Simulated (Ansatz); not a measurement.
VBr2O:
```cif
data_Br2OV
_chemical_formula_sum 'V1 Br2 O1'
_space_group_name_H-M_alt 'P 1'
_space_group_IT_number 1
_cell_length_a 6.94232
_cell_length_b 6.94232
_cell_length_c 3.58533
_cell_angle_alpha 75.042
_cell_angle_beta 104.958
_cell_angle_gamma 149.518
loop_
_space_group_symop_operation_xyz
  'x, y, z'
loop_
_atom_site_label
_atom_site_type_symbol
_atom_site_fract_x
_atom_site_fract_y
_atom_site_fract_z
_atom_site_occupancy
V1 V 0.00000 0.00000 0.00000 1
Br1 Br 0.36265 0.63735 0.86275 1
Br2 Br 0.63735 0.36265 0.13725 1
O1 O 0.00000 0.00000 0.50000 1
```
The run is spin-polarised; directions of the spins, atom by atom: ↑ 0 0 0.

Relaxed with r²SCAN+D4.

### Question
Tabulate the valence density and the electron localisation function along the shortest V–O contact (1.79 Å), DFT-r²SCAN+D4 in the program Ansatz with PAW potentials.

### Answer


```csv
distance from V (Å),density (e/Å³),ELF
0.18,14.58,0.72
0.27,12.37,0.76
0.36,9.75,0.78
0.45,7.12,0.78
0.54,4.82,0.71
0.63,3.05,0.56
0.72,1.89,0.36
0.81,1.26,0.21
0.90,1.05,0.21
0.99,1.14,0.40
1.08,1.45,0.65
1.17,2.00,0.79
1.25,2.88,0.82
1.34,4.03,0.79
1.43,5.27,0.72
1.52,6.36,0.58
1.61,7.13,0.41
```

The density is the valence pseudo-density with augmentation charge, so density and ELF within about 1 Å of a nucleus are not all-electron values.

Space group Immm. The first step of the workflow began from a Materials Project structure, measured or hypothetical; the Crystallography Open Database copy checked does not list it. Whether it is the stable phase at ambient conditions was not checked. The r²SCAN+D4 relaxation kept the symmetry of its start; whether a distortion lowers the energy is not shown. Magnetic state: ferromagnetic, the only order run, not a proven ground state. The cell computed holds one magnetic atom, so no antiferromagnetic order was within reach. Other orbital occupations within this spin state were not tried. No Hubbard U is applied.

Potentials: the later of the program's two PAW sets.
